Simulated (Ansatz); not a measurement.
A distorted cell of Bi2Se3 (Bi2Te3 type, space group R-3m):

```
CELL_PARAMETERS angstrom
      2.12819     1.22871     9.73907
     -2.12819     1.22871     9.73907
      0.00000    -2.45742     9.73907
ATOMIC_POSITIONS crystal
  Bi 0.39869 0.39869 0.39869
  Bi 0.60131 0.60131 0.60131
  Se 0.00000 0.00000 0.00000
  Se 0.21563 0.21563 0.21563
  Se 0.78437 0.78437 0.78437
```

All values below come from PBE-D3(BJ) (plane waves to 420 eV, PAW, scalar-relativistic; Ansatz, a quantum-chemistry and plane-wave program). k mesh 9×9×9 (Γ-centred), Fermi-Dirac smearing 0.05 eV. Energies are smeared free energies. Compression counts positive. Bi2Se3 was relaxed with its symmetry unable to fall. Spin-orbit coupling is left out, though Bi is heavy.

What is the stress tensor (GPa)?


```
  -2.90     0.00     0.00
   0.00    -2.90     0.00
   0.00     0.00    -1.54
```
The pressure, a third of the trace, is -2.45 GPa.

It is the relaxed cell scaled evenly to V/V₀ = 1.083, atoms relaxed where free. What is its energy relative to the relaxed cell?

19.9 meV/atom.

(Under strain, the slope of the energy per volume gives the stress and its curvature an elastic modulus.)
